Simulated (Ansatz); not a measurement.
SnAs:
```xyz
2
Lattice="0.0000 2.8741 2.8741 2.8741 0.0000 2.8741 2.8741 2.8741 0.0000" Properties=species:S:1:pos:R:3 pbc="T T T"
Sn     0.0000     0.0000     0.0000
As     2.8741     2.8741     2.8741
```

Relaxed with r²SCAN.

### Question
Give the Bader charges and basin volumes of the independent atoms, plane-wave PAW r²SCAN (Ansatz code).

### Answer


```json
[
 {"atom": "Sn1", "Bader charge (e)": "+0.74", "Bader volume (Å³)": "21.8"},
 {"atom": "As2", "Bader charge (e)": "-0.74", "Bader volume (Å³)": "25.7"}
]
```

Space group Fm-3m (rock salt). The workflow started from an entry of the Crystallography Open Database (COD). Whether it is the stable phase at ambient conditions was not checked. The cell was relaxed with r²SCAN under the symmetry of its start; its stability against distortions is not shown here. Spin–orbit coupling is left out wherever it is not named.

Potentials: the later of the program's two PAW sets.
